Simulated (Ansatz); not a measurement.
# Computed energy against volume: Zr (hcp, Mg type)

Zr (hcp, Mg type), conventional cell a = b = 3.246 Å, c = 5.151 Å, α = β = 90.00°, γ = 120.00°. The calculation uses the primitive cell of 2 atoms, to which meshes and values per cell refer.

E(V) scan at fixed shape, V₀ the volume above. Symmetry pins the atoms to their sites.

Calculation: r2SCAN (plane waves to 500 eV, PAW, scalar-relativistic; Ansatz, an electronic-structure program). k mesh 16×16×9 (Γ-centred), Fermi-Dirac smearing 0.05 eV. The energy includes the smearing's −TS. Stress and pressure are positive under compression. With the shape held, the modulus is that of even scaling; a crystal free to change shape is softer. The PAW data are Ansatz's earlier set. Zr is run without spin polarisation. Zr was relaxed with its symmetry unable to fall. The zero of ΔE is the relaxed starting cell.

```
V (Å³/cell)  ΔE (meV/atom)  P (GPa)
-----------  -------------  -------
42.30                   81     11.9
43.48                   44      8.4
44.65                   19      5.3
45.83                    5      2.5
47.00                    0      0.0
48.18                    4     -2.3
49.35                   16     -4.3
50.53                   36     -6.1
51.70                   61     -7.8
```

Derived quantities:

* **Pressure at the smallest volume**: 11.9 GPa
* **Energy cost of the largest compression**: 81 meV/atom
* **Energy cost of the largest expansion**: 61 meV/atom
* **Bulk modulus at fixed cell shape B₀ (third-order Birch-Murnaghan fit)**: 95.5 GPa
* **Pressure derivative B₀′ (fit)**: 3.3
* **Equilibrium volume of the fit**: 23.50 Å³/atom
* **Pressure for 5 % compression (fit)**: 5.3 GPa

The 9 points together took around 2.8 core-minutes (rough).

(A scan under strain: stresses follow from slopes of the energy per volume, elastic moduli from its curvatures.)
